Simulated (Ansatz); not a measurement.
C:
```yaml
crystal:
  lattice:
    - [0.00000, 1.76573, 1.76573]
    - [1.76573, 0.00000, 1.76573]
    - [1.76573, 1.76573, 0.00000]
  atoms:
    - { symbol: C, position: [0.50000, 0.50000, 0.50000] }
    - { symbol: C, position: [0.75000, 0.75000, 0.75000] }
```

Relaxed with LDA. Special points in fractions of this cell's reciprocal vectors: Γ (0.000, 0.000, 0.000); X (0.500, 0.000, 0.500); U (0.625, 0.250, 0.625); K (0.375, 0.375, 0.750); L (0.500, 0.500, 0.500); W (0.500, 0.250, 0.750).

### Question
List the band energies nearest the valence-band maximum at these points for LDA in the plane-wave PAW code Ansatz.

### Answer
In eV from the valence-band maximum; about four levels below and three above (degenerate sets whole), none deeper than 8.9 eV; … stands for higher levels left out; points with the same levels are listed once.

| k | below | above |
|---|---|---|
| Γ | 0.00 0.00 0.00 | … |
| X | -6.49 -6.49 | 4.78 4.78 … |
| U | -5.52 | 5.70 10.86 … |
| L | -2.88 -2.88 | 8.51 8.51 … |
| W | -8.63 -8.63 | 10.58 10.58 … |

Space group Fd-3m (diamond). The LDA relaxation kept the symmetry of its start.

Potentials: the earlier of the program's two PAW sets.
